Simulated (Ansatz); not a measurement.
ZrO2:
```cif
data_O8Zr4
_chemical_formula_sum 'Zr4 O8'
_space_group_name_H-M_alt 'P21/c'
_space_group_IT_number 14
_space_group_name_Hall '-P 2ybc'
_cell_length_a 5.15335
_cell_length_b 5.22526
_cell_length_c 5.33143
_cell_angle_alpha 90.000
_cell_angle_beta 99.402
_cell_angle_gamma 90.000
loop_
_atom_site_label
_atom_site_type_symbol
_atom_site_symmetry_multiplicity
_atom_site_Wyckoff_symbol
_atom_site_fract_x
_atom_site_fract_y
_atom_site_fract_z
_atom_site_occupancy
Zr1 Zr 4 e 0.27610 0.04217 0.20984 1
O1 O 4 e 0.06877 0.33273 0.34480 1
O2 O 4 e 0.55028 0.25726 0.02234 1
```

Relaxed with r²SCAN. r²SCAN (plane waves, PAW; program Ansatz) gives a gap of 4.16 eV.

Q: What gap does HSE06 give on the same cell (Ansatz, PAW)?

A: 5.22 eV, 1.05 eV more. The hybrid was solved on a coarser mesh and at special points; the gap given is the minimum over both.

```tsv
k	v1 r²SCAN	c1 r²SCAN	v1 HSE06	c1 HSE06
Γ	0.00	4.53	[?]	[?]
Z	-0.42	5.04	[?]	[?]
B	-0.46	4.75	-0.49	5.86
Y2	-0.07	4.16	-0.08	5.22
C2	-0.57	4.80	[?]	[?]
D	-0.64	4.88	-0.68	6.01
A	-0.46	4.35	-0.50	5.44
E	-0.68	4.61	[?]	[?]
```

Q: Top valence (v1) and lowest conduction level (c1) in eV from each method's valence maximum (which need not be a listed point): supply the withheld HSE06 values.

A: 
- Γ, v1 HSE06: 0.00
- Γ, c1 HSE06: 5.62
- Z, v1 HSE06: -0.46
- Z, c1 HSE06: 6.15
- C2, v1 HSE06: -0.62
- C2, c1 HSE06: 5.88
- E, v1 HSE06: -0.73
- E, c1 HSE06: 5.71

Cost on shared cores: the r²SCAN run (SCF on a 6×6×5 mesh, then bands and DOS) roughly 4 core-minutes, the HSE06 run (SCF on 3×3×3, then a few points) roughly 3 core-minutes; the tasks are unlike.

Space group P2_1/c. The r²SCAN relaxation kept the symmetry of its start. No spin polarisation was allowed. Spin–orbit coupling is left out wherever it is not named.

Potentials: the earlier of the program's two PAW sets. The files were generated under PBE; for other functionals the program regenerates the frozen cores, and for LDA and PBEsol the local potential too.
